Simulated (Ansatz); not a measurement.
Pt (fcc, Cu type)

```xyz
2
Lattice="0.0000 3.9701 3.9701 1.9850 0.0000 1.9850 1.9850 1.9850 0.0000" Properties=species:S:1:pos:R:3 pbc="T T T"
Pt     0.0000     0.0000     0.0000
Pt     1.9850     3.9701     1.9850
```

The atoms are displaced by Q × the pattern below (from a DFPT mode at L = (0.5, 0.0, 0.0), largest move 1; Q in Å), at fixed cell. It is one choice among 2 degenerate patterns. (q is in reciprocal vectors of the primitive cell; the cell shown is doubled to hold the pattern.)

```json
[
 {"atom": "Pt1", "x": "0.285", "y": "-0.520", "z": "0.805"},
 {"atom": "Pt2", "x": "-0.285", "y": "0.520", "z": "-0.805"}
]
```

Calculation: PBE (plane waves to 420 eV, PAW, scalar-relativistic; Ansatz, a first-principles code). k mesh 10×20×20 (Γ-centred), Fermi-Dirac smearing 0.05 eV. E stands for the smeared free energy. With partly filled bands, energies and forces of such displacements shift with the k mesh and the smearing. Pt is run without spin polarisation. Pt was relaxed with its symmetry unable to fall. Spin-orbit coupling is left out, though Pt is heavy. The PAW data are Ansatz's earlier set. ΔE is measured from the undisplaced structure.

The scan covers Q from -0.280 to 0.280 Å in 13 points.

Question: Is this a single well or a double well?

Answer: A single well with its minimum at or next to zero displacement.

Question: Which space group does the distorted structure have?

Answer: P-1 (No. 2), lowered from Fm-3m.

Question: What is the energy change at Q = 0.280 Å?

Answer: 281 meV/cell.

Question: What harmonic wavenumber does the curvature at Q = 0 give?

Answer: 90 cm⁻¹.

(For displaced atoms, the force is minus the slope of the energy, and its curvature is a force constant, which sets phonon frequencies.)
